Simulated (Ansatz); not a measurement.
**ZnAg: a sublattice moved along a line**

Computed with Ansatz 0.2.0, DFT PBEsol, scalar-relativistic, plane waves, PAW. Cutoff 420 eV, Γ-centred 16×16×16 k-points, Gaussian smearing of 0.15 eV. No spin polarisation. Energies are free energies at this smearing, counted from the undisturbed cell; pressure is positive in compression.

The starting cell (as given, not relaxed at this level; it stands at -3.9 GPa, and it needn't be the usual structure):

```
Zn Ag
1.0
     3.15600    0.00000    0.00000
     0.00000    3.15600    0.00000
     0.00000    0.00000    3.15600
Zn Ag
1 1
Direct
  0.50000 0.50000 0.50000
  0.00000 0.00000 0.00000
```

Every Ag atom is moved by x along the Cartesian unit vector (0.000, 0.000, 1.000); the cell and all other atoms stay fixed. The cell is metallic on the mesh throughout.

```tsv
x (Å)	ΔE (meV/cell)
-0.1000	16.1
-0.0500	4.0
0.0000	0.0
0.0125	0.3
0.0250	1.0
0.0375	2.3
0.0625	6.3
0.0750	9.0
0.0875	12.3
```

Problem. Predict the force along x on the moved atoms (eV/Å) at each point.

Solution.
```
  x (Å) force along x on the moved atoms (eV/Å)
-0.1000                                     0.32
-0.0500                                     0.16
 0.0000                                     0.00
 0.0125                                    -0.04
 0.0250                                    -0.08
 0.0375                                    -0.12
 0.0625                                    -0.20
 0.0750                                    -0.24
 0.0875                                    -0.28
```